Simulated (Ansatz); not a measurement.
In PBEsol in the plane-wave PAW code Ansatz, Ir in the diamond structure (Fd-3m) relaxes to a = 5.506 Å. Ir has 4 nearest neighbours from 2.38 Å (tetrahedral).

Electronic character: metallic (no gap). Gap from PBEsol with spin–orbit coupling: none (metallic).

The bulk modulus is 206 GPa. The relaxed-ion elastic constants in GPa are C11 = 206, C12 = 206, C44 = 52.6. The highest mode at Γ lies at 216 cm^-1.

The start of the workflow was typed in or built on a structure type; neither database checked (COD, Materials Project) lists it. It is not the phase usual at ambient conditions (space group No. 225). Symmetry was held in the PBEsol relaxation; of distortions, only those at the zone centre were tested. No spin polarisation was allowed. As this level gives no gap, shear constants depend on the k-mesh and smearing (Fermi–Dirac, 0.1 eV here). As this level gives no gap, phonon frequencies hold no LO–TO term and depend on the k-mesh and smearing (Fermi–Dirac, 0.1 eV here). Scalar-relativistic: spin–orbit coupling is off unless named, which matters more the heavier the elements.

Potentials: the later of the program's two PAW sets.
